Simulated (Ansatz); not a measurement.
**BN (zinc blende), scan of one atom of the cell**

Starting cell, BN (zinc blende):

```
BN
1.0
    0.00000     1.81236     1.81236
    1.81236     0.00000     1.81236
    1.81236     1.81236     0.00000
N B
1 1
Direct
  0.75000   0.75000   0.75000
  0.00000   0.00000   0.00000
```

Scan: atom 1 (N, nearest neighbour B at 1.570 Å; its periodic images, 2.6 Å or more away, move with it) is displaced along Cartesian [111], direction (0.577, 0.577, 0.577) in Cartesian axes, by s. The other atoms stay.

Computed with PBE (plane waves to 420 eV, PAW, scalar-relativistic; Ansatz, a first-principles code). k mesh 13×13×13 (Γ-centred), Fermi-Dirac smearing 0.05 eV. The energy includes the smearing's −TS. Compression counts positive. Left out: 1 of 11 points, with atoms too close for the PAW data. F∥ is the force on the atom along that direction. BN was relaxed with its symmetry unable to fall. The zero of ΔE is the undisplaced structure.

```csv
s (Å),ΔE (meV/cell),F∥ (eV/Å),P (GPa)
-0.470,1051,2.397,23.6
-0.376,816,2.626,19.3
-0.282,559,2.800,13.5
-0.188,301,2.613,7.3
-0.094,90,1.748,2.2
0.000,0,0.000,0.0
0.094,120,-2.713,3.0
0.188,543,-6.469,13.7
0.282,1376,-11.526,35.3
0.376,2773,-18.667,71.9
```

What the scan shows:

The energy at s = 0.376 Å is 2773 meV/cell and the force along the line at s = -0.470 Å comes out as 2.40 eV/Å. The force constant k = d²E/ds² at s = 0 (finite differences) is 23.6 eV/Å² and the zone-centre optical wavenumber from k (transverse: no LO-TO term) comes out as 1025 cm⁻¹. Symmetry of the curve: not even: the positive side lies higher at ±0.376 Å. Shape of the curve: a single well with its minimum at or next to zero displacement. Harmonic estimate at the end of the scan: ½ks² = 1667 meV/cell against the computed 2773 meV/cell, so the well is stiffer than harmonic there.

(A displaced cell: forces are minus the slopes of the energy, force constants its curvatures, and phonons follow from these.)
